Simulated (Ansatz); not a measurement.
InAs:
```xyz
2
Lattice="0.0000 2.8001 2.8001 2.8001 0.0000 2.8001 2.8001 2.8001 0.0000" Properties=species:S:1:pos:R:3 pbc="T T T"
In     2.8001     2.8001     2.8001
As     0.0000     0.0000     0.0000
```

Relaxed with LDA.

Q: Which orbitals make up the states near the Fermi level in LDA (plane waves, PAW; program Ansatz)?

A: Within 0.5 eV of the Fermi level: As 4p 70 %, In 5p 15 %, In 5s 10 %. Projections are on Löwdin-orthogonalised atomic valence shells; empty p or d shells of many metals are not among them.

Q: Tabulate the density of states.

A: States/eV per cell of 2 atoms, in 0.25 eV bins, energy from the Fermi level.

```tsv
E (eV)	total	As 4p	In 5p	In 5s
-7.85	0.00	0.00	0.00	0.00
-7.60	0.00	0.00	0.00	0.00
-7.35	0.00	0.00	0.00	0.00
-7.10	0.00	0.00	0.00	0.00
-6.85	0.21	0.11	0.00	0.09
-6.60	0.41	0.21	0.01	0.18
-6.35	0.58	0.28	0.03	0.24
-6.10	0.78	0.37	0.04	0.33
-5.85	1.08	0.49	0.06	0.46
-5.60	1.00	0.44	0.07	0.41
-5.35	0.90	0.39	0.07	0.35
-5.10	1.08	0.49	0.20	0.28
-4.85	0.49	0.22	0.05	0.13
-4.60	0.45	0.20	0.06	0.12
-4.35	0.55	0.26	0.10	0.13
-4.10	0.63	0.31	0.15	0.12
-3.85	0.67	0.34	0.17	0.12
-3.60	0.71	0.37	0.19	0.11
-3.35	0.77	0.41	0.21	0.10
-3.10	0.80	0.45	0.22	0.09
-2.85	0.88	0.51	0.25	0.08
-2.60	1.03	0.63	0.29	0.07
-2.35	1.18	0.75	0.33	0.06
-2.10	1.14	0.73	0.31	0.06
-1.85	1.12	0.73	0.29	0.06
-1.60	1.11	0.73	0.27	0.06
-1.35	1.09	0.73	0.25	0.06
-1.10	1.10	0.75	0.24	0.07
-0.85	1.09	0.76	0.22	0.07
-0.60	1.11	0.78	0.20	0.08
-0.35	1.12	0.81	0.18	0.09
-0.10	1.11	0.82	0.15	0.09
0.15	1.03	0.77	0.12	0.10
0.40	0.44	0.21	0.10	0.11
0.65	0.37	0.11	0.11	0.13
0.90	0.42	0.12	0.13	0.14
1.15	0.48	0.14	0.14	0.16
1.40	0.54	0.16	0.16	0.17
1.65	0.63	0.20	0.19	0.19
1.90	0.78	0.26	0.22	0.24
2.15	1.19	0.44	0.30	0.35
2.40	0.84	0.21	0.32	0.19
2.65	0.69	0.18	0.25	0.15
2.90	0.39	0.08	0.17	0.07
3.15	0.43	0.06	0.25	0.04
3.40	0.58	0.07	0.37	0.03
3.65	0.98	0.11	0.66	0.04
3.90	1.11	0.13	0.71	0.05
4.15	1.20	0.14	0.69	0.05
4.40	1.19	0.16	0.62	0.05
4.65	1.21	0.18	0.55	0.05
```

Space group Fm-3m (rock salt). The first step of the workflow began from a Materials Project structure, measured or hypothetical; the Crystallography Open Database copy checked does not list it. It is not the phase usual at ambient conditions (space group No. 216). Symmetry was held in the LDA relaxation; of distortions, only those at the zone centre were tested. Scalar-relativistic: spin–orbit coupling is off unless named, which matters more the heavier the elements.

Potentials: the later of the program's two PAW sets.
